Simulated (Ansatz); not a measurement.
PbSe:
```
CELL_PARAMETERS angstrom
      0.00000     3.10892     3.10892
      3.10892     0.00000     3.10892
      3.10892     3.10892     0.00000
ATOMIC_POSITIONS crystal
  Pb 0.00000 0.00000 0.00000
  Se 0.50000 0.50000 0.50000
```

Relaxed with PBE. Independent-particle spectrum: no excitons, no local fields, no scissors shift; 0.1 eV broadening; ε₁ of the summed bands alone.

Task: Tabulate the dielectric function from PBE (plane waves, PAW; program Ansatz).

Result: 

```
E (eV)   ε₁ xx  ε₂ xx
------  ------  -----
0.0      20.68   0.00
0.3      21.25   0.02
0.6      22.60   1.10
0.9      24.32   2.34
1.2      26.80   4.70
1.5      30.03   9.13
1.8      32.82  15.53
2.1      33.77  29.60
2.4      19.75  49.16
2.7     -13.60  41.55
3.0     -13.85  21.98
3.3     -11.05  16.54
3.6     -11.12  11.84
3.9      -9.31   8.23
4.2      -7.60   5.86
4.5      -5.99   4.46
4.8      -4.72   3.51
5.1      -3.62   2.86
5.4      -2.58   2.60
5.7      -2.05   2.38
6.0      -1.28   2.18
6.3      -0.63   2.34
6.6      -0.01   2.53
6.9      -0.73   3.62
7.2       0.33   2.14
7.5       0.80   3.82
7.8      -0.72   5.18
8.1      -1.81   3.10
8.4      -1.39   2.81
8.7      -1.30   2.26
9.0      -0.47   2.21
9.3      -1.11   2.41
9.6      -0.83   2.21
9.9      -1.12   2.08
10.2     -1.00   1.88
10.5     -1.00   1.74
10.8     -0.90   1.60
11.1     -0.92   1.51
11.4     -0.83   1.38
11.7     -0.81   1.24
12.0     -0.79   1.23
```

Task: From ε at 1.4 eV (xx: 28.93 + 7.18i), find n, k, the normal reflectivity and the absorption coefficient.

Result: n = 5.42, k = 0.662, R = 48 %, α = 2kE/ħc = 94000 cm⁻¹.

With all bands, ε∞ without local fields is 20.8.

Space group Fm-3m (rock salt). Symmetry was held in the PBE relaxation; of distortions, only those at the zone centre were tested. Spin–orbit coupling is left out wherever it is not named.

Potentials: the later of the program's two PAW sets.
